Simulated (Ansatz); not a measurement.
Band table of ZrHg₃

```
CELL_PARAMETERS angstrom
4.36520 0.00000 0.00000
0.00000 4.36520 0.00000
0.00000 0.00000 4.36520
ATOMIC_POSITIONS crystal
Zr 0.00000 0.00000 0.00000
Hg 0.00000 0.50000 0.50000
Hg 0.50000 0.00000 0.50000
Hg 0.50000 0.50000 0.00000
```

Atom numbers follow the list: Zr1, Hg2, Hg3, Hg4.

The cell is COD entry 1522700, as deposited and not checked against the literature; nothing was relaxed.

Spin–orbit coupling is left out, though it moves levels of the heavy atoms by tenths of an eV or more.

Theory: Ansatz 0.2.0, DFT, PBEsol, all-electron LAPW, scalar-relativistic.

Settings: a Γ-centred 8×8×8 k mesh, Fermi–Dirac smearing of 0.05 eV, basis error target 0.5 meV/atom, no spin polarisation.

Path points, in fractions of the reciprocal vectors: Γ (0.000, 0.000, 0.000), X (0.000, 0.500, 0.000), M (0.500, 0.500, 0.000), R (0.500, 0.500, 0.500). Levels in eV from the Fermi level; bands 47 to 75, counted from the lowest band of the run. The gap is zero.

```
# k(1/Å) point b47 b48 b49 b50 b51 b52 b53 b54 b55 b56 b57 b58 b59 b60 b61 b62 b63 b64 b65 b66 b67 b68 b69 b70 b71 b72 b73 b74 b75
0.000 Γ -8.39 -8.28 -8.28 -8.28 -8.17 -8.17 -7.00 -7.00 -7.00 -6.35 -6.35 -5.92 -5.69 -5.69 -5.69 -0.89 -0.89 0.05 0.05 0.05 2.20 2.20 2.20 4.26 4.26 6.28 6.73 6.73 6.73
0.051 - -8.39 -8.28 -8.28 -8.28 -8.16 -8.16 -7.00 -7.00 -7.00 -6.35 -6.35 -5.93 -5.70 -5.70 -5.69 -1.05 -0.88 0.05 0.05 0.17 2.20 2.21 2.21 4.17 4.29 6.31 6.75 6.75 6.81
0.103 - -8.37 -8.27 -8.26 -8.26 -8.15 -8.14 -7.01 -6.99 -6.99 -6.37 -6.35 -5.94 -5.74 -5.74 -5.69 -1.40 -0.87 0.04 0.04 0.39 2.19 2.23 2.23 3.95 4.38 6.40 6.81 6.81 7.03
0.154 - -8.34 -8.26 -8.23 -8.23 -8.14 -8.11 -7.02 -6.98 -6.98 -6.39 -6.34 -5.96 -5.80 -5.80 -5.69 -1.83 -0.85 0.02 0.02 0.62 2.18 2.29 2.29 3.64 4.52 6.57 6.89 6.89 7.31
0.206 - -8.30 -8.24 -8.20 -8.20 -8.11 -8.06 -7.04 -6.98 -6.98 -6.42 -6.34 -5.99 -5.88 -5.88 -5.69 -2.28 -0.82 -0.01 -0.01 0.80 2.17 2.37 2.37 3.29 4.66 6.83 6.98 6.98 7.62
0.257 - -8.26 -8.22 -8.15 -8.15 -8.08 -8.00 -7.07 -6.96 -6.96 -6.46 -6.34 -6.03 -5.97 -5.97 -5.69 -2.75 -0.79 -0.05 -0.05 0.96 2.16 2.48 2.48 2.93 4.79 7.03 7.03 7.20 7.93
0.308 - -8.20 -8.20 -8.09 -8.09 -8.04 -7.93 -7.10 -6.95 -6.95 -6.50 -6.34 -6.08 -6.08 -6.08 -5.69 -3.22 -0.74 -0.11 -0.11 1.08 2.14 2.56 2.64 2.64 4.90 7.02 7.02 7.65 7.88
0.360 - -8.17 -8.14 -8.03 -8.03 -8.00 -7.86 -7.13 -6.94 -6.94 -6.55 -6.34 -6.20 -6.20 -6.13 -5.69 -3.68 -0.69 -0.18 -0.18 1.17 2.12 2.21 2.82 2.82 4.98 6.93 6.93 7.55 8.23
0.411 - -8.14 -8.08 -7.95 -7.95 -7.94 -7.77 -7.16 -6.94 -6.94 -6.60 -6.35 -6.32 -6.32 -6.18 -5.69 -4.14 -0.62 -0.25 -0.25 1.25 1.88 2.11 3.04 3.04 5.04 6.77 6.77 7.26 8.68
0.463 - -8.11 -8.03 -7.87 -7.87 -7.85 -7.68 -7.19 -6.94 -6.94 -6.65 -6.43 -6.43 -6.38 -6.22 -5.69 -4.57 -0.54 -0.32 -0.32 1.31 1.57 2.09 3.28 3.28 5.09 6.56 6.56 6.99 8.86
0.514 - -8.09 -7.98 -7.78 -7.78 -7.75 -7.60 -7.22 -6.96 -6.96 -6.69 -6.54 -6.54 -6.42 -6.25 -5.69 -4.99 -0.46 -0.38 -0.38 1.29 1.36 2.08 3.54 3.54 5.13 6.32 6.32 6.75 9.00
0.565 - -8.06 -7.95 -7.68 -7.68 -7.62 -7.51 -7.25 -6.99 -6.99 -6.70 -6.62 -6.62 -6.47 -6.26 -5.69 -5.38 -0.44 -0.44 -0.36 1.04 1.40 2.07 3.81 3.81 5.16 6.06 6.06 6.55 9.10
0.617 - -8.04 -7.92 -7.59 -7.59 -7.49 -7.44 -7.27 -7.05 -7.05 -6.67 -6.67 -6.67 -6.53 -6.27 -5.75 -5.69 -0.48 -0.48 -0.26 0.83 1.43 2.06 4.06 4.06 5.19 5.80 5.80 6.40 9.18
0.668 - -8.03 -7.90 -7.51 -7.51 -7.40 -7.39 -7.29 -7.12 -7.12 -6.69 -6.69 -6.58 -6.57 -6.27 -6.06 -5.69 -0.50 -0.50 -0.18 0.68 1.44 2.06 4.27 4.27 5.22 5.59 5.59 6.31 9.22
0.720 X -8.02 -7.89 -7.47 -7.47 -7.37 -7.37 -7.29 -7.16 -7.16 -6.70 -6.70 -6.58 -6.48 -6.27 -6.24 -5.69 -0.51 -0.51 -0.15 0.62 1.45 2.05 4.36 4.36 5.22 5.50 5.50 6.27 9.23
0.771 - -8.02 -7.89 -7.48 -7.47 -7.36 -7.36 -7.29 -7.17 -7.16 -6.72 -6.70 -6.58 -6.47 -6.27 -6.20 -5.70 -0.62 -0.50 -0.16 0.73 1.45 2.01 4.14 4.42 5.35 5.44 5.51 6.45 9.24
0.823 - -8.01 -7.88 -7.51 -7.47 -7.35 -7.34 -7.28 -7.20 -7.16 -6.78 -6.70 -6.58 -6.44 -6.28 -6.10 -5.73 -0.86 -0.47 -0.19 0.97 1.47 1.88 3.74 4.60 5.07 5.52 5.83 6.82 9.26
0.874 - -7.99 -7.86 -7.54 -7.48 -7.34 -7.31 -7.27 -7.24 -7.15 -6.85 -6.70 -6.59 -6.41 -6.28 -5.97 -5.77 -1.16 -0.43 -0.24 1.27 1.50 1.70 3.33 4.78 4.85 5.54 6.21 7.26 9.32
0.925 - -7.96 -7.83 -7.58 -7.48 -7.32 -7.28 -7.28 -7.25 -7.15 -6.91 -6.69 -6.60 -6.40 -6.27 -5.83 -5.81 -1.47 -0.37 -0.33 1.49 1.54 1.59 2.96 4.51 5.17 5.57 6.50 7.73 9.45
0.977 - -7.93 -7.79 -7.62 -7.48 -7.33 -7.31 -7.25 -7.24 -7.15 -6.95 -6.69 -6.61 -6.41 -6.22 -5.91 -5.64 -1.79 -0.47 -0.31 1.28 1.58 1.92 2.65 4.27 5.52 5.61 6.65 8.22 9.41
1.028 - -7.89 -7.74 -7.65 -7.49 -7.36 -7.30 -7.22 -7.22 -7.15 -6.97 -6.69 -6.63 -6.45 -6.17 -5.99 -5.45 -2.10 -0.65 -0.23 1.07 1.63 2.24 2.42 4.08 5.66 5.89 6.67 8.66 9.00
1.080 - -7.85 -7.69 -7.68 -7.49 -7.39 -7.31 -7.21 -7.19 -7.15 -6.98 -6.68 -6.66 -6.49 -6.11 -6.08 -5.24 -2.40 -0.89 -0.15 0.88 1.67 2.27 2.53 3.94 5.72 6.29 6.57 8.40 9.31
1.131 - -7.80 -7.73 -7.60 -7.49 -7.39 -7.32 -7.19 -7.16 -7.15 -6.96 -6.68 -6.68 -6.54 -6.17 -6.06 -5.01 -2.68 -1.18 -0.08 0.70 1.69 2.22 2.77 3.88 5.78 6.40 6.69 7.95 9.79
1.182 - -7.76 -7.75 -7.51 -7.49 -7.38 -7.34 -7.18 -7.15 -7.13 -6.94 -6.71 -6.67 -6.60 -6.26 -6.02 -4.77 -2.93 -1.50 -0.01 0.55 1.69 2.24 2.91 3.96 5.84 6.19 7.10 7.51 9.56
1.234 - -7.79 -7.70 -7.49 -7.41 -7.36 -7.34 -7.17 -7.15 -7.11 -6.91 -6.74 -6.66 -6.66 -6.34 -5.99 -4.52 -3.15 -1.84 0.05 0.42 1.68 2.31 2.95 4.16 5.90 5.97 7.08 7.52 9.37
1.285 - -7.81 -7.66 -7.49 -7.37 -7.31 -7.29 -7.16 -7.15 -7.09 -6.89 -6.78 -6.72 -6.66 -6.42 -5.97 -4.25 -3.33 -2.18 0.11 0.31 1.68 2.39 2.94 4.44 5.77 5.96 6.67 7.93 9.20
1.337 - -7.83 -7.62 -7.49 -7.39 -7.26 -7.19 -7.15 -7.15 -7.08 -6.87 -6.81 -6.78 -6.65 -6.48 -5.95 -3.97 -3.46 -2.52 0.15 0.24 1.67 2.47 2.91 4.77 5.61 6.01 6.27 8.34 9.08
1.388 - -7.84 -7.60 -7.49 -7.39 -7.22 -7.15 -7.15 -7.10 -7.07 -6.86 -6.84 -6.84 -6.65 -6.52 -5.95 -3.71 -3.54 -2.82 0.17 0.19 1.67 2.52 2.89 5.12 5.50 5.87 6.04 8.73 9.00
1.439 M -7.84 -7.59 -7.49 -7.40 -7.21 -7.15 -7.15 -7.06 -7.06 -6.86 -6.86 -6.86 -6.65 -6.53 -5.95 -3.57 -3.57 -2.97 0.18 0.18 1.67 2.54 2.88 5.47 5.47 5.52 6.05 8.97 8.97
1.512 - -7.82 -7.60 -7.48 -7.39 -7.24 -7.18 -7.12 -7.12 -7.09 -6.85 -6.85 -6.81 -6.65 -6.50 -5.95 -3.77 -3.56 -2.69 0.17 0.20 1.67 2.50 2.90 5.02 5.48 6.03 6.06 8.63 8.96
1.585 - -7.75 -7.65 -7.47 -7.39 -7.31 -7.26 -7.22 -7.16 -7.04 -6.83 -6.82 -6.71 -6.66 -6.44 -5.99 -4.02 -3.53 -2.21 0.15 0.26 1.67 2.38 2.94 4.68 5.52 5.94 6.65 8.23 8.90
1.657 - -7.72 -7.64 -7.45 -7.43 -7.39 -7.37 -7.33 -7.25 -6.94 -6.80 -6.78 -6.69 -6.60 -6.35 -6.10 -4.12 -3.49 -1.69 0.13 0.36 1.67 2.19 2.99 4.52 5.57 5.74 7.22 7.97 8.81
1.730 - -7.80 -7.57 -7.52 -7.49 -7.48 -7.41 -7.41 -7.29 -6.81 -6.76 -6.76 -6.72 -6.50 -6.25 -6.25 -4.05 -3.42 -1.18 0.10 0.50 1.68 1.97 3.03 4.56 5.42 5.61 7.71 7.89 8.68
1.803 - -7.87 -7.71 -7.62 -7.60 -7.58 -7.37 -7.33 -7.28 -6.78 -6.75 -6.71 -6.68 -6.39 -6.38 -6.15 -3.86 -3.33 -0.72 0.06 0.66 1.68 1.78 3.05 4.76 5.01 5.62 7.94 8.04 8.51
1.876 - -7.94 -7.85 -7.74 -7.73 -7.68 -7.41 -7.31 -7.07 -6.84 -6.79 -6.66 -6.53 -6.43 -6.29 -6.06 -3.57 -3.20 -0.35 0.04 0.85 1.66 1.67 3.06 4.56 5.09 5.55 8.09 8.15 8.30
1.948 - -8.01 -7.96 -7.86 -7.85 -7.78 -7.53 -7.26 -6.89 -6.84 -6.83 -6.60 -6.43 -6.38 -6.20 -5.98 -3.21 -3.04 -0.10 0.01 1.06 1.66 1.68 3.07 4.10 5.40 5.53 8.06 8.07 8.28
2.021 - -8.08 -8.05 -7.98 -7.96 -7.88 -7.68 -7.20 -6.92 -6.87 -6.62 -6.52 -6.41 -6.24 -6.12 -5.91 -2.83 -2.81 0.00 0.03 1.28 1.61 1.83 3.10 3.67 5.15 6.03 7.80 7.82 8.38
2.094 - -8.14 -8.14 -8.07 -8.05 -7.96 -7.82 -7.15 -6.94 -6.91 -6.51 -6.39 -6.35 -6.09 -6.04 -5.84 -2.57 -2.39 0.00 0.06 1.51 1.51 2.02 3.18 3.26 4.87 6.57 7.47 7.56 8.04
2.166 - -8.22 -8.19 -8.14 -8.13 -8.03 -7.95 -7.10 -6.96 -6.94 -6.45 -6.38 -6.16 -5.97 -5.96 -5.79 -2.26 -1.96 0.01 0.06 1.32 1.72 2.18 2.91 3.34 4.60 7.03 7.14 7.30 7.67
2.239 - -8.29 -8.23 -8.20 -8.20 -8.09 -8.05 -7.06 -6.97 -6.96 -6.41 -6.36 -6.03 -5.88 -5.85 -5.75 -1.90 -1.55 0.02 0.06 1.04 1.91 2.24 2.61 3.59 4.41 6.77 7.08 7.31 7.31
2.312 - -8.35 -8.26 -8.24 -8.24 -8.13 -8.12 -7.02 -6.99 -6.98 -6.37 -6.35 -5.96 -5.79 -5.76 -5.72 -1.50 -1.21 0.03 0.05 0.66 2.06 2.24 2.39 3.89 4.31 6.50 6.89 7.01 7.14
2.384 - -8.38 -8.27 -8.27 -8.27 -8.16 -8.15 -7.00 -7.00 -6.99 -6.35 -6.35 -5.93 -5.72 -5.71 -5.70 -1.10 -0.97 0.05 0.05 0.27 2.16 2.21 2.25 4.15 4.26 6.33 6.78 6.81 6.86
2.457 Γ -8.39 -8.28 -8.28 -8.28 -8.17 -8.17 -7.00 -7.00 -7.00 -6.35 -6.35 -5.92 -5.69 -5.69 -5.69 -0.89 -0.89 0.05 0.05 0.05 2.20 2.20 2.20 4.26 4.26 6.28 6.73 6.73 6.73
2.546 - -8.38 -8.27 -8.27 -8.27 -8.15 -8.15 -7.01 -6.99 -6.99 -6.35 -6.35 -5.94 -5.72 -5.72 -5.70 -1.10 -1.10 -0.08 0.27 0.27 2.17 2.17 2.29 4.18 4.18 6.36 6.79 6.88 6.88
2.635 - -8.33 -8.24 -8.23 -8.23 -8.10 -8.10 -7.04 -6.98 -6.98 -6.37 -6.37 -5.98 -5.82 -5.82 -5.73 -1.48 -1.48 -0.41 0.61 0.61 2.13 2.13 2.49 4.05 4.05 6.61 6.97 7.21 7.21
2.724 - -8.25 -8.18 -8.17 -8.17 -8.01 -8.01 -7.08 -6.95 -6.95 -6.40 -6.40 -6.07 -5.96 -5.96 -5.76 -1.84 -1.84 -0.81 0.81 0.81 2.15 2.15 2.68 3.95 3.95 6.96 7.26 7.52 7.52
2.813 - -8.16 -8.11 -8.11 -8.09 -7.88 -7.88 -7.13 -6.93 -6.93 -6.44 -6.44 -6.20 -6.16 -6.16 -5.78 -2.15 -2.15 -1.21 0.74 0.74 2.31 2.31 2.82 3.95 3.95 6.81 7.65 7.68 7.68
2.902 - -8.05 -8.05 -8.05 -7.97 -7.72 -7.72 -7.16 -6.90 -6.90 -6.49 -6.49 -6.38 -6.38 -6.36 -5.80 -2.40 -2.40 -1.57 0.53 0.53 2.48 2.48 2.88 4.01 4.01 6.11 7.81 7.81 8.12
2.991 - -7.98 -7.98 -7.92 -7.82 -7.54 -7.54 -7.12 -6.90 -6.90 -6.61 -6.61 -6.53 -6.53 -6.53 -5.82 -2.58 -2.58 -1.85 0.26 0.26 2.60 2.60 2.83 4.06 4.06 5.41 8.07 8.07 8.66
3.080 - -7.93 -7.93 -7.85 -7.66 -7.40 -7.40 -6.94 -6.94 -6.91 -6.73 -6.73 -6.71 -6.57 -6.57 -5.83 -2.70 -2.70 -2.04 0.00 0.00 2.62 2.66 2.66 4.06 4.06 4.83 8.51 8.51 9.26
3.169 - -7.92 -7.92 -7.88 -7.49 -7.38 -7.38 -6.94 -6.94 -6.88 -6.76 -6.76 -6.57 -6.57 -6.50 -5.84 -2.78 -2.78 -2.13 -0.25 -0.25 2.18 2.65 2.65 4.01 4.01 4.48 8.48 9.12 9.12
3.259 - -7.98 -7.98 -7.95 -7.43 -7.43 -7.34 -7.04 -6.87 -6.87 -6.78 -6.78 -6.49 -6.49 -5.95 -5.85 -2.82 -2.82 -2.12 -0.48 -0.48 1.56 2.60 2.60 3.98 3.98 4.31 7.49 9.84 9.84
3.348 - -8.09 -8.09 -8.04 -7.45 -7.45 -7.20 -7.17 -6.85 -6.85 -6.80 -6.80 -6.33 -6.33 -5.86 -5.33 -2.81 -2.81 -2.02 -0.70 -0.70 0.84 2.51 2.51 3.98 3.98 4.25 6.55 10.60 10.60
3.437 - -8.22 -8.22 -8.12 -7.45 -7.45 -7.28 -7.08 -6.87 -6.87 -6.78 -6.78 -6.16 -6.16 -5.87 -4.65 -2.78 -2.78 -1.86 -0.90 -0.90 0.08 2.42 2.42 4.01 4.01 4.24 5.73 11.29 11.29
3.526 - -8.33 -8.33 -8.19 -7.44 -7.44 -7.36 -7.00 -6.90 -6.90 -6.77 -6.77 -6.01 -6.01 -5.87 -3.93 -2.72 -2.72 -1.71 -1.08 -1.08 -0.66 2.33 2.33 4.07 4.07 4.23 5.09 11.69 11.69
3.615 - -8.40 -8.40 -8.23 -7.43 -7.43 -7.41 -6.94 -6.92 -6.92 -6.76 -6.76 -5.91 -5.91 -5.88 -3.21 -2.67 -2.67 -1.79 -1.21 -1.21 -1.18 2.28 2.28 4.11 4.11 4.17 4.71 11.71 11.71
3.704 R -8.42 -8.42 -8.25 -7.43 -7.43 -7.43 -6.93 -6.93 -6.93 -6.75 -6.75 -5.88 -5.88 -5.88 -2.65 -2.65 -2.65 -2.22 -1.26 -1.26 -1.26 2.27 2.27 4.12 4.12 4.12 4.61 11.69 11.69
3.776 - -8.41 -8.40 -8.24 -7.43 -7.43 -7.42 -6.94 -6.93 -6.92 -6.76 -6.75 -5.90 -5.90 -5.88 -3.06 -2.71 -2.64 -1.85 -1.26 -1.25 -1.17 2.26 2.29 4.10 4.13 4.15 4.67 11.70 11.71
3.849 - -8.38 -8.35 -8.21 -7.44 -7.43 -7.39 -6.97 -6.92 -6.90 -6.77 -6.75 -5.98 -5.94 -5.89 -3.62 -2.88 -2.63 -1.51 -1.25 -1.21 -0.83 2.25 2.37 4.04 4.11 4.25 4.89 11.72 11.74
3.922 - -8.32 -8.26 -8.16 -7.45 -7.43 -7.33 -7.01 -6.93 -6.87 -6.79 -6.75 -6.10 -6.02 -5.90 -4.15 -3.15 -2.60 -1.32 -1.21 -1.15 -0.28 2.22 2.49 3.93 4.05 4.43 5.28 11.57 11.66
3.995 - -8.25 -8.15 -8.10 -7.47 -7.44 -7.26 -7.07 -6.93 -6.83 -6.82 -6.76 -6.27 -6.12 -5.91 -4.63 -3.49 -2.55 -1.18 -1.12 -1.07 0.32 2.17 2.66 3.79 3.97 4.70 5.79 10.84 11.41
4.067 - -8.17 -8.02 -8.02 -7.50 -7.44 -7.16 -7.13 -6.94 -6.86 -6.77 -6.77 -6.47 -6.23 -5.93 -5.04 -3.87 -2.49 -1.04 -0.98 -0.96 0.91 2.10 2.86 3.61 3.86 5.07 6.39 10.04 11.07
4.140 - -8.06 -7.94 -7.88 -7.54 -7.45 -7.18 -7.04 -6.96 -6.90 -6.79 -6.71 -6.71 -6.34 -5.94 -5.39 -4.25 -2.40 -0.91 -0.87 -0.74 1.48 2.01 3.08 3.39 3.76 5.55 7.04 9.23 10.61
4.213 - -7.96 -7.84 -7.74 -7.59 -7.46 -7.24 -6.98 -6.95 -6.95 -6.90 -6.82 -6.64 -6.44 -5.96 -5.67 -4.62 -2.28 -0.81 -0.75 -0.46 1.91 2.03 3.13 3.33 3.67 6.14 7.73 8.45 10.08
4.285 - -7.85 -7.74 -7.65 -7.61 -7.48 -7.34 -7.13 -7.01 -7.01 -6.87 -6.78 -6.56 -6.53 -5.96 -5.89 -4.96 -2.12 -0.72 -0.63 -0.10 1.81 2.56 2.83 3.57 3.60 6.81 7.72 8.39 9.52
4.358 - -7.75 -7.71 -7.63 -7.53 -7.49 -7.49 -7.19 -7.08 -7.06 -6.90 -6.68 -6.59 -6.46 -6.07 -5.95 -5.27 -1.92 -0.65 -0.51 0.32 1.71 2.49 3.09 3.56 3.80 7.06 7.54 8.64 8.98
4.431 - -7.78 -7.72 -7.66 -7.52 -7.50 -7.39 -7.19 -7.16 -7.12 -6.92 -6.64 -6.62 -6.38 -6.21 -5.90 -5.55 -1.67 -0.59 -0.40 0.78 1.63 2.10 3.56 3.62 4.00 6.50 8.04 8.04 8.72
4.503 - -7.89 -7.82 -7.59 -7.50 -7.43 -7.29 -7.23 -7.20 -7.18 -6.90 -6.67 -6.59 -6.33 -6.32 -5.84 -5.79 -1.36 -0.56 -0.30 1.25 1.55 1.67 3.62 4.15 4.16 6.06 7.21 7.65 9.37
4.576 - -7.98 -7.86 -7.53 -7.49 -7.37 -7.30 -7.25 -7.22 -7.17 -6.84 -6.69 -6.58 -6.41 -6.29 -6.00 -5.76 -1.02 -0.53 -0.22 1.22 1.49 1.67 3.79 4.27 4.69 5.75 6.38 7.11 9.28
4.649 - -8.01 -7.89 -7.49 -7.48 -7.36 -7.35 -7.28 -7.17 -7.16 -6.75 -6.70 -6.58 -6.46 -6.28 -6.17 -5.71 -0.68 -0.52 -0.17 0.82 1.46 1.96 4.10 4.34 5.20 5.56 5.64 6.58 9.24
4.722 X -8.02 -7.89 -7.47 -7.47 -7.37 -7.37 -7.29 -7.16 -7.16 -6.70 -6.70 -6.58 -6.48 -6.27 -6.24 -5.69 -0.51 -0.51 -0.15 0.62 1.45 2.05 4.36 4.36 5.22 5.50 5.50 6.27 9.23
5.739 R -8.42 -8.42 -8.25 -7.43 -7.43 -7.43 -6.93 -6.93 -6.93 -6.75 -6.75 -5.88 -5.88 -5.88 -2.65 -2.65 -2.65 -2.22 -1.26 -1.26 -1.26 2.27 2.27 4.12 4.12 4.12 4.61 11.69 11.69
5.791 - -8.42 -8.41 -8.24 -7.43 -7.43 -7.42 -6.93 -6.93 -6.93 -6.76 -6.75 -5.89 -5.89 -5.88 -2.88 -2.68 -2.68 -1.97 -1.29 -1.22 -1.22 2.26 2.28 4.12 4.13 4.13 4.64 11.69 11.69
5.842 - -8.40 -8.40 -8.23 -7.43 -7.43 -7.41 -6.93 -6.92 -6.92 -6.77 -6.75 -5.91 -5.91 -5.90 -3.24 -2.75 -2.75 -1.57 -1.39 -1.12 -1.12 2.23 2.34 4.12 4.14 4.14 4.73 11.71 11.71
5.894 - -8.37 -8.36 -8.20 -7.43 -7.43 -7.39 -6.94 -6.92 -6.92 -6.79 -6.74 -5.95 -5.95 -5.92 -3.59 -2.86 -2.86 -1.53 -1.13 -0.98 -0.98 2.20 2.40 4.13 4.17 4.17 4.89 11.71 11.71
5.945 - -8.33 -8.32 -8.17 -7.43 -7.43 -7.36 -6.96 -6.92 -6.92 -6.81 -6.73 -6.01 -6.01 -5.96 -3.93 -2.97 -2.97 -1.70 -0.81 -0.81 -0.68 2.15 2.47 4.13 4.22 4.22 5.13 11.65 11.66
5.996 - -8.29 -8.27 -8.13 -7.43 -7.43 -7.33 -6.98 -6.92 -6.92 -6.84 -6.72 -6.09 -6.09 -6.00 -4.25 -3.09 -3.09 -1.89 -0.64 -0.64 -0.22 2.09 2.52 4.14 4.28 4.28 5.42 11.17 11.48
6.048 - -8.23 -8.20 -8.07 -7.43 -7.43 -7.28 -7.00 -6.91 -6.91 -6.88 -6.71 -6.17 -6.17 -6.06 -4.55 -3.19 -3.19 -2.08 -0.47 -0.47 0.25 2.03 2.55 4.15 4.37 4.37 5.78 10.61 11.20
6.099 - -8.17 -8.13 -8.01 -7.42 -7.42 -7.23 -7.02 -6.93 -6.91 -6.91 -6.70 -6.27 -6.27 -6.12 -4.83 -3.28 -3.28 -2.27 -0.31 -0.31 0.73 1.96 2.57 4.18 4.48 4.48 6.20 10.01 10.87
6.151 - -8.11 -8.04 -7.94 -7.42 -7.42 -7.18 -7.04 -6.98 -6.90 -6.90 -6.69 -6.38 -6.38 -6.18 -5.09 -3.36 -3.36 -2.44 -0.18 -0.18 1.20 1.89 2.57 4.22 4.63 4.63 6.65 9.39 10.51
6.202 - -8.04 -7.95 -7.87 -7.40 -7.40 -7.12 -7.07 -7.05 -6.90 -6.90 -6.68 -6.50 -6.50 -6.25 -5.33 -3.43 -3.43 -2.59 -0.06 -0.06 1.66 1.83 2.57 4.30 4.79 4.79 7.14 8.76 10.15
6.253 - -7.97 -7.86 -7.79 -7.37 -7.37 -7.11 -7.10 -7.06 -6.90 -6.90 -6.67 -6.61 -6.61 -6.32 -5.53 -3.48 -3.48 -2.73 0.03 0.03 1.78 2.07 2.56 4.42 4.97 4.97 7.65 8.14 9.79
6.305 - -7.92 -7.76 -7.71 -7.34 -7.34 -7.19 -7.13 -6.99 -6.90 -6.90 -6.73 -6.73 -6.66 -6.39 -5.70 -3.52 -3.52 -2.83 0.10 0.10 1.74 2.42 2.55 4.60 5.15 5.15 7.52 8.18 9.47
6.356 - -7.88 -7.68 -7.62 -7.28 -7.28 -7.26 -7.16 -6.93 -6.92 -6.92 -6.82 -6.82 -6.65 -6.46 -5.84 -3.55 -3.55 -2.91 0.14 0.14 1.70 2.55 2.68 4.88 5.31 5.31 6.93 8.70 9.21
6.408 - -7.85 -7.61 -7.54 -7.34 -7.21 -7.21 -7.19 -7.00 -7.00 -6.88 -6.85 -6.85 -6.65 -6.51 -5.92 -3.56 -3.56 -2.96 0.17 0.17 1.68 2.54 2.83 5.24 5.43 5.43 6.38 9.04 9.04
6.459 M -7.84 -7.59 -7.49 -7.40 -7.21 -7.15 -7.15 -7.06 -7.06 -6.86 -6.86 -6.86 -6.65 -6.53 -5.95 -3.57 -3.57 -2.97 0.18 0.18 1.67 2.54 2.88 5.47 5.47 5.52 6.05 8.97 8.97
```
